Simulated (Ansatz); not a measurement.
Data:

PbS:
```cif
data_Pb2S2
_chemical_formula_sum 'Pb2 S2'
_space_group_name_H-M_alt 'P42/mmc'
_space_group_IT_number 131
_space_group_name_Hall '-P 4c 2'
_cell_length_a 4.12975
_cell_length_b 4.12975
_cell_length_c 7.88819
_cell_angle_alpha 90.000
_cell_angle_beta 90.000
_cell_angle_gamma 90.000
loop_
_atom_site_label
_atom_site_type_symbol
_atom_site_symmetry_multiplicity
_atom_site_Wyckoff_symbol
_atom_site_fract_x
_atom_site_fract_y
_atom_site_fract_z
_atom_site_occupancy
Pb1 Pb 2 c 0.00000 0.50000 0.00000 1
S1 S 2 e 0.00000 0.00000 0.25000 1
```

This is the PBE-relaxed structure.

All from the program Ansatz at the PBE level (PAW), unless another level is named. Predict the electronic character.

metallic (no gap).

And the density of states at the Fermi level?

0.62 states/eV per atom (mean over ±0.08 eV).

Predict the formation energy from the elements (no fitted shifts).

-0.16 eV/atom.

Space group P4_2/mmc. The cell is a constructed one: a structure type filled with these elements; neither database checked (COD, Materials Project) lists it. It is not the phase usual at ambient conditions (space group No. 225). Symmetry was held in the PBE relaxation; whether a distortion lowers the energy is not shown. The references are the lowest solids computed at this level, not always the standard phases. Spin–orbit coupling is left out wherever it is not named.

Potentials: the later of the program's two PAW sets.
